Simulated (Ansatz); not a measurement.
InRh (CsCl type, space group No. 221), the program Ansatz at the LDA level (PAW), all energies at zero smearing, with the estimated change up to a 700 eV cutoff added, with one set of potentials and settings (totals compare only within such a set). Cell of 2 atoms (1 In, 1 Rh): -11736.699 eV.

```
element              reference phase  E (eV/atom)
-------  ---------------------------  -----------
In       I4/mmm, 1 atoms in the cell   -5457.1653
Rh        Fm-3m, 1 atoms in the cell   -6278.6507
```

Formation energy per atom, worked out: (-11736.699 − 1×(-5457.1653) − 1×(-6278.6507))/2 = -0.442 eV/atom (-43 kJ per mol of atoms), at 0 K, without zero-point energy or fitted corrections.

Space group Pm-3m (CsCl type). The first step of the workflow began from a Materials Project structure, measured or hypothetical; the Crystallography Open Database files this formula in space group No. 221, but the cells were not matched. Its standing as an ambient phase is unchecked. The cell was relaxed with LDA under the symmetry of its start. At this level the phase is mechanically unstable. No spin polarisation was allowed. The references are the lowest solids computed at this level, not always the standard phases.

Potentials: the later of the program's two PAW sets.
